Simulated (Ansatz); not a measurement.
Here is the system:

HfGeRu:
Space group P-62m (No. 189); a = 6.7112 Å, b = 6.7112 Å, c = 3.7350 Å, α = 90.00°, β = 90.00°, γ = 120.00°

```json
[
 {"atom": "Hf", "site": "3g", "symmetry": "m2m", "x": "0.5845", "y": "0.5845", "z": "0.5000"},
 {"atom": "Ge", "site": "2c", "symmetry": "-6..", "x": "0.3333", "y": "0.6667", "z": "0.0000"},
 {"atom": "Ge", "site": "1b", "symmetry": "-62m", "x": "0.0000", "y": "0.0000", "z": "0.5000"},
 {"atom": "Ru", "site": "3f", "symmetry": "m2m", "x": "0.2458", "y": "0.2458", "z": "0.0000"}
]
```

This is the r²SCAN-relaxed structure.

Task: All from r²SCAN in the plane-wave PAW code Ansatz, unless another level is named. Estimate the electronic character.

Result: metallic (no gap).

Task: Predict the density of states at the Fermi level.

Result: 0.37 states/eV per atom (mean over ±0.08 eV).

Task: Next, the formation energy from the elements (no fitted shifts)?

Result: -0.80 eV/atom.

The workflow started from a Materials Project entry (that database holds measured and hypothetical structures alike); the Crystallography Open Database copy checked does not list it. Its standing as an ambient phase is unchecked. The r²SCAN relaxation kept the symmetry of its start; its stability against distortions is not shown here. No spin polarisation was allowed. The references are the lowest solids computed at this level, not always the standard phases. Spin–orbit coupling is left out wherever it is not named.

Potentials: the later of the program's two PAW sets.
